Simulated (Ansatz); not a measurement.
Given:

Hf$_{2}$N:
```
Hf2N
1.0
    5.32674     0.00000     0.00000
    0.00000     5.32674     0.00000
    0.00000     0.00000     3.24796
Hf N
4 2
Direct
  0.29535   0.29535   0.00000
  0.70465   0.70465   0.00000
  0.20465   0.79535   0.50000
  0.79535   0.20465   0.50000
  0.00000   0.00000   0.00000
  0.50000   0.50000   0.50000
```

This is the r²SCAN-relaxed structure.

### Question
All from plane-wave PAW r²SCAN (Ansatz code), unless another level is named. Predict the electronic character.

### Answer
metallic (no gap).

### Question
Predict the formation energy from the elements (no fitted shifts).

### Answer
-1.34 eV/atom.

### Question
Next, the density of states at the Fermi level?

### Answer
0.43 states/eV per atom (mean over ±0.08 eV).

Space group P4_2/mnm (anti-rutile). The first step of the workflow began from a Materials Project structure, measured or hypothetical; the Crystallography Open Database copy checked does not list it. Whether it is the stable phase at ambient conditions was not checked. The cell was relaxed with r²SCAN under the symmetry of its start; whether a distortion lowers the energy is not shown. No spin polarisation was allowed. The references are the lowest solids computed at this level, not always the standard phases (solids in place of the gases). Scalar-relativistic: spin–orbit coupling is off unless named, which matters more the heavier the elements.

Potentials: the earlier of the program's two PAW sets.
